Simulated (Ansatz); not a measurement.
One stationary structure of PbSe. Space group Fm-3m (No. 225), rock salt type. All values below come from r2SCAN (plane waves to 500 eV, PAW, scalar-relativistic; Ansatz, a program for electronic structure).

```cif
data_PbSe
_chemical_formula_sum 'Pb1 Se1'
_space_group_name_H-M_alt 'P 1'
_space_group_IT_number 1
_cell_length_a 4.36845
_cell_length_b 4.36845
_cell_length_c 4.36845
_cell_angle_alpha 60.000
_cell_angle_beta 60.000
_cell_angle_gamma 60.000
loop_
_space_group_symop_operation_xyz
  'x, y, z'
loop_
_atom_site_label
_atom_site_type_symbol
_atom_site_fract_x
_atom_site_fract_y
_atom_site_fract_z
_atom_site_occupancy
Pb1 Pb 0.00000 0.00000 0.00000 1
Se1 Se 0.50000 0.50000 0.50000 1
```

**Question.** Estimate the band gap that r2SCAN returns for this input.

**Answer.** 0.67 eV, direct at L (no spin-orbit coupling).

No spin polarisation in the result. Without spin-orbit coupling the bands of the heavy element are not split, so the gap can be far off.

The run could not lose the symmetry of its start.
